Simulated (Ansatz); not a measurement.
Given:

GaP (zinc blende)

```
CELL_PARAMETERS angstrom
      0.00000     5.50645     5.50645
      2.75322     0.00000     2.75322
      2.75322     2.75322     0.00000
ATOMIC_POSITIONS crystal
  P  0.37500 0.75000 0.75000
  P  0.87500 0.75000 0.75000
  Ga 0.00000 0.00000 0.00000
  Ga 0.50000 0.00000 0.00000
```

A phonon eigenvector at L = (0.5, 0.0, 0.0) is frozen into this cell: atom i moves by Q times the vector below, so Q is the largest atomic displacement, in Å. The cell is held. (q is in reciprocal vectors of the primitive cell; the cell shown is doubled to hold the pattern.)

| atom | x | y | z |
|---|---|---|---|
| P1 | -0.098 | 0.098 | 0.098 |
| P2 | 0.098 | -0.098 | -0.098 |
| Ga3 | -0.577 | 0.577 | 0.577 |
| Ga4 | 0.577 | -0.577 | -0.577 |

Level of theory: PBE (plane waves to 420 eV, PAW, scalar-relativistic; Ansatz, an electronic-structure program). k mesh 5×10×10 (Γ-centred), Fermi-Dirac smearing 0.05 eV. Energies are smeared free energies. As the smearing reaches across the gap at some points, energies and forces of such displacements shift with the k mesh and the smearing. GaP was relaxed with its symmetry unable to fall. The PAW data are Ansatz's earlier set. ΔE is measured from the undisplaced structure.

The scan covers Q from -0.280 to 0.280 Å in 13 points.

### Question
Which space group does the distorted structure have?

### Answer
R3m (No. 160), lowered from F-43m.

### Question
What is the energy change at Q = 0.280 Å?

### Answer
1018 meV/cell.

### Question
What harmonic wavenumber does the curvature at Q = 0 give?

### Answer
224 cm⁻¹.

(A displaced cell: forces are minus the slopes of the energy, force constants its curvatures, and phonons follow from these.)
